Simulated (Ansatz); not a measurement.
# Notes on MoIr₃

```
CELL_PARAMETERS angstrom
2.78859 4.86740 0.01053
-2.85645 4.90659 0.09553
-0.06792 0.04894 4.38930
ATOMIC_POSITIONS crystal
Ir 0.82979 0.78915 0.27715
Ir 0.15865 0.65630 0.74790
Ir 0.34974 0.79521 0.19361
Ir 0.16263 0.17151 0.69376
Ir 0.82026 0.33237 0.24138
Ir 0.66763 0.14394 0.77421
Mo 0.26602 0.33805 0.26649
Mo 0.64119 0.67415 0.69119
```

Single point in Ansatz 0.2.0 with m-r2SCAN, with U_eff = 3.47 eV on Mo d (all-electron-ortho-atomic projectors), no spin polarisation. Cutoff 500 eV, PAW datasets, 4×4×4 (shifted by 0.5, 0, 0 steps) k mesh, fermi-dirac filling (width 0.1 eV).

- Stress: The pressure is 0.7 GPa (compression positive), so with the atoms held at these fractions the cell would first expand; the forces are large, so a full relaxation may end otherwise. The principal stresses -10.2, 0.1, 12.2 GPa differ, so its shape would change too.
- Electronic structure: It is a metal, with about 4.6 states/eV a cell as the mean within 0.25 eV of the Fermi level, mostly Ir d (75 %) and Mo d (18 %).
- Contacts: Ir–Mo at 2.27 Å: least valence density 1.00 e/Å³ and ELF 0.40 there. Ir–Ir at 2.56 Å: least valence density 0.59 e/Å³ and ELF 0.40 there. These are pseudo-fields; inside the PAW spheres they differ from the all-electron ones.
- Forces: The largest is on Mo7: 5.82 eV/Å, components (2.47, 3.78, -3.67). It makes 149° with the line to a nearest neighbour, Ir4 at 2.27 Å, pointing away from it.

Origin: a strained cell with displaced atoms, so it need not be a known compound. Caveats: the k mesh is coarse if the cell is a metal; a Hubbard term without moments, so a magnetic state may lie lower; atoms or cell far from equilibrium; m-r2SCAN is r2SCAN with a changed spin dependence that lowers moments.
